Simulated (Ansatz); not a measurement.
BaCuTeF in space group P4/nmm (No. 129; Ba on 2c, Cu on 2a, Te on 2c, F on 2b), r²SCAN in the plane-wave PAW code Ansatz. The conduction-band minimum lies at Γ, with 1 equivalent valley. Second derivatives d²E/dk² of the lowest band at one valley (eV·Å²), along Cartesian directions:

```tsv
direction	d²E/dk²
[100]	31.88
[010]	31.88
[001]	5.570
[110]	31.93
[101]	18.74
[011]	18.74
```

Question: Find the principal effective masses, the density-of-states mass and the conductivity mass.

Answer: Off-diagonal terms follow from H_xy = H[110] − (H_xx + H_yy)/2, and m*/mₑ = 7.620 eV·Å² over each eigenvalue: 0.24, 0.24, 1.4. One valley's DOS mass (m₁m₂m₃)^(1/3) = 0.43, conductivity mass 3/(Σ 1/mᵢ) = 0.33 mₑ.

Question: What effective density of states Nc follows at 300 K for parabolic valleys?

Answer: Nc = 2.509e19 × 1 × (0.43)^(3/2) ≈ 7.1e18 cm⁻³.

The workflow started from a Materials Project entry (that database holds measured and hypothetical structures alike); the Crystallography Open Database copy checked does not list it. Whether it is the stable phase at ambient conditions was not checked. The r²SCAN relaxation kept the symmetry of its start; its stability against distortions is not shown here. No spin polarisation was allowed. No Hubbard U is applied. Scalar-relativistic: spin–orbit coupling is off unless named, which matters more the heavier the elements.

Potentials: the later of the program's two PAW sets.

Edges and masses are those of Kohn–Sham bands, whose gap is no quasiparticle gap.
